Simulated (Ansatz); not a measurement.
## ScPt$_{3}$, first-principles data

ScPt$_{3}$:
```cif
data_Pt3Sc
_chemical_formula_sum 'Sc1 Pt3'
_space_group_name_H-M_alt 'Pm-3m'
_space_group_IT_number 221
_space_group_name_Hall '-P 4 2 3'
_cell_length_a 3.95141
_cell_length_b 3.95141
_cell_length_c 3.95141
_cell_angle_alpha 90.000
_cell_angle_beta 90.000
_cell_angle_gamma 90.000
loop_
_atom_site_label
_atom_site_type_symbol
_atom_site_symmetry_multiplicity
_atom_site_Wyckoff_symbol
_atom_site_fract_x
_atom_site_fract_y
_atom_site_fract_z
_atom_site_occupancy
Sc1 Sc 1 a 0.00000 0.00000 0.00000 1
Pt1 Pt 3 c 0.00000 0.50000 0.50000 1
```

Space group Pm-3m (No. 221), Cu3Au type; conventional cell a = b = c = 3.9514 Å, α = β = γ = 90.00°.

Method: plane-wave PAW PBEsol (Ansatz code). Structure relaxed to zero pressure with the same functional. Other levels are named where they apply.

**Cell and energy**

* **Volume per atom**: 15.42 Å³
* **Density**: 16.96 g/cm³
* **Formation energy from the elements (no fitted shifts)**: -1.07 eV/atom

**Electronic structure**

- Electronic character: metallic (no gap)
- Density of states at the Fermi level: 0.76 states/eV per atom (mean over ±0.08 eV)
- Gap with spin–orbit coupling: none (metallic)

**Mechanics**

* **Bulk modulus (Birch–Murnaghan fit)**: 228 GPa
* **Pressure derivative B′**: 5.0
* **Elastic constants (relaxed ions, GPa)**: C11 = 335, C12 = 174, C44 = 133
* **Mechanical stability**: stable (all eigenvalues of C positive)
* **Hill bulk and shear moduli**: 228 and 109 GPa
* **Young's modulus**: 281 GPa
* **Poisson's ratio**: 0.29
* **Debye temperature from the elastic constants**: 338 K

**Phonons**

* **Highest zone-centre frequency**: 235 cm⁻¹
* **Zone-centre stability**: no imaginary mode at Γ

The workflow started from a Materials Project entry (that database holds measured and hypothetical structures alike); the Crystallography Open Database files this formula in space group No. 221, but the cells were not matched. Whether it is the stable phase at ambient conditions was not checked. Symmetry was held in the PBEsol relaxation. The run is not spin-polarised. As this level gives no gap, shear constants depend on the k-mesh and smearing (Fermi–Dirac, 0.1 eV here). As this level gives no gap, phonon frequencies hold no LO–TO term and depend on the k-mesh and smearing (Fermi–Dirac, 0.1 eV here). The references are the lowest solids computed at this level, not always the standard phases. Spin–orbit coupling is left out wherever it is not named.

Potentials: the later of the program's two PAW sets.
